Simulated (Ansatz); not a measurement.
TlCl:
```yaml
crystal:
  lattice:
    - [0.00000, 3.09822, 3.09822]
    - [3.09822, 0.00000, 3.09822]
    - [3.09822, 3.09822, 0.00000]
  atoms:
    - { symbol: Tl, position: [0.00000, 0.00000, 0.00000] }
    - { symbol: Cl, position: [0.50000, 0.50000, 0.50000] }
```

This is the LDA-relaxed structure.

### Question
All from LDA in the plane-wave PAW code Ansatz, unless another level is named. Estimate the Bader charges.

### Answer
Tl +0.66, Cl -0.66 e.

### Question
And the Born charges (a third of the trace)?

### Answer
Tl +1.93, Cl -1.93 e.

### Question
And the electronic dielectric constant ε∞ (DFPT)?

### Answer
5.17.

Space group Fm-3m (rock salt). The first step of the workflow began from a Materials Project structure, measured or hypothetical; the Crystallography Open Database copy checked does not list it. COD files the formula under space group No. 221. Whether it is the stable phase at ambient conditions was not checked. Symmetry was held in the LDA relaxation; whether a distortion lowers the energy is not shown. Spin–orbit coupling is left out wherever it is not named.

Potentials: the later of the program's two PAW sets.
